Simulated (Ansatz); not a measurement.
Co$_{3}$W:
```xyz
4
Lattice="3.5647 0.0000 0.0000 0.0000 3.5647 0.0000 0.0000 0.0000 3.5647" Properties=species:S:1:pos:R:3 pbc="T T T"
Co     1.7823     1.7823     0.0000
Co     0.0000     1.7823     1.7823
Co     1.7823     0.0000     1.7823
W      0.0000     0.0000     0.0000
```
The run is spin-polarised, in the one order tried: ferrimagnetic.

This is the r²SCAN-relaxed structure.

Problem. All from plane-wave PAW r²SCAN (Ansatz code), unless another level is named. Predict the net moment.

Solution. 0.26 μB per atom.

Problem. What about the Bader charges?

Solution. Co -0.25, W +0.76 e.

Space group Pm-3m (Cu3Au type). The workflow started from a Materials Project entry (that database holds measured and hypothetical structures alike); the Crystallography Open Database copy checked does not list it. COD files the formula under space group No. 194. Whether it is the stable phase at ambient conditions was not checked. The cell was relaxed with r²SCAN under the symmetry of its start, as lowered by the spin order; its stability against distortions is not shown here. Spin order of the final state: ferrimagnetic, the only order run, not a proven ground state. Other orbital occupations within this spin state were not tried. For itinerant 3d metals, meta-GGAs of the SCAN family and hybrids are commonly reported to give too large moments. Scalar-relativistic: spin–orbit coupling is off unless named, which matters more the heavier the elements.

Potentials: the later of the program's two PAW sets.
